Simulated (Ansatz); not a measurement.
SrNiF6:
```
CELL_PARAMETERS angstrom
      3.47060     2.00375     2.16041
     -3.47060     2.00375     2.16041
      0.00000    -4.00751     2.16041
ATOMIC_POSITIONS crystal
  Sr 0.50000 0.50000 0.50000
  Ni 0.00000 0.00000 0.00000
  F  0.71915 0.71915 0.06841
  F  0.28085 0.28085 0.93159
  F  0.06841 0.71915 0.71915
  F  0.93159 0.28085 0.28085
  F  0.71915 0.06841 0.71915
  F  0.28085 0.93159 0.28085
```

Relaxed with LDA. Special points in fractions of this cell's reciprocal vectors: Γ (0.000, 0.000, 0.000); L (0.500, 0.000, 0.000); T (0.500, -0.500, 0.500); P0 (0.360, -0.640, 0.360); P2 (0.360, 0.360, 0.360); F (0.500, -0.500, 0.000).

Task: List the band energies nearest the valence-band maximum at these points for the program Ansatz at the LDA level (PAW).

Result: In eV from the valence-band maximum; about four levels below and three above (degenerate sets whole), none deeper than 8.9 eV; points with the same levels are listed once.

```csv
k,below,above
Γ,-0.54 -0.54 -0.52 -0.40,1.28 1.28 8.04
L,-1.07 -0.46 -0.42 -0.17,1.58 1.89 9.38
T,-0.79 -0.56 -0.18 -0.18,1.34 1.34 9.37 9.37
P0,-0.71 -0.64 -0.24 -0.24,1.67 1.67 9.54 9.54
F,-1.14 -0.82 -0.56 0.00,1.37 1.90 9.30
```

Space group R-3m. The workflow started from a Materials Project entry (that database holds measured and hypothetical structures alike); the Crystallography Open Database files this formula in space group No. 166, but the cells were not matched. Whether it is the stable phase at ambient conditions was not checked. Symmetry was held in the LDA relaxation. At this level the phase is dynamically unstable (imaginary phonons). The run is not spin-polarised. No Hubbard U is applied. Spin–orbit coupling is left out wherever it is not named.

Potentials: the later of the program's two PAW sets.
